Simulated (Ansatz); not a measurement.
B3P2: zone-centre modes

Method: DFT PBE, scalar-relativistic, plane waves, PAW (Ansatz). Cutoff 420 eV, 14×14×14 k-points (Γ-centred), Gaussian smearing of 0.10 eV. No spin polarisation. Phonons by linear response, acoustic sum rule imposed.

Relaxed structure:
```yaml
crystal:
  lattice:
    - [-1.57828, 1.57828, 10.93197]
    - [1.57828, -1.57828, 10.93197]
    - [1.57828, 1.57828, -10.93197]
  atoms:
    - { symbol: B, position: [0.39393, 0.39393, 0.00000] }
    - { symbol: B, position: [0.35607, 0.85607, 0.50000] }
    - { symbol: B, position: [0.00000, 0.00000, 0.00000] }
    - { symbol: B, position: [0.60607, 0.60607, 0.00000] }
    - { symbol: B, position: [0.14393, 0.64393, 0.50000] }
    - { symbol: B, position: [0.75000, 0.25000, 0.50000] }
    - { symbol: P, position: [0.80305, 0.80305, 0.00000] }
    - { symbol: P, position: [0.94695, 0.44695, 0.50000] }
    - { symbol: P, position: [0.55305, 0.05305, 0.50000] }
    - { symbol: P, position: [0.19695, 0.19695, 0.00000] }
```

It was reached by relaxing an invented guess, and it needn't be the stable form of this composition. In a metal, frequencies depend on the k mesh and the smearing, soft modes most.

Task: Is this structure stable against zone-centre distortions?

Result: Yes, at Γ: no optical mode is imaginary. Strains and other wave vectors aren't tested by this run.

Task: List the optical modes at Γ (i marks imaginary ones).

Result:
```tsv
frequency (THz)	degeneracy
4.92	2
6.19	2
7.15	1
8.37	2
9.28	1
10.50	2
12.66	1
14.44	1
15.99	1
16.51	1
16.72	2
17.92	1
18.91	2
19.02	2
20.31	2
20.94	1
21.16	2
22.24	1
```
